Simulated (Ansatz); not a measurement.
Sc (hcp (Mg type), P6_3/mmc) under volume change, PBEsol (plane waves, PAW; program Ansatz), shape and atoms relaxed at each volume.

```csv
V (Å³/atom),E − E(relaxed) (meV/atom),P (GPa)
21.508,39.0,6.29
22.217,16.6,3.91
22.926,4.0,1.83
23.635,0.0,0.00
24.344,3.6,-1.61
25.053,13.9,-3.02
25.762,30.1,-4.26
```

Problem. What does a third-order Birch–Murnaghan fit give for V₀, B₀ and B′?

Solution. V₀ = 23.63 Å³/atom, B₀ = 57.1 GPa, B′ = 3.3.

The cell was relaxed with PBEsol under the symmetry of its start; of distortions, only those at the zone centre were tested. The workflow began spin-polarised and lost its moments.

Potentials: the earlier of the program's two PAW sets.
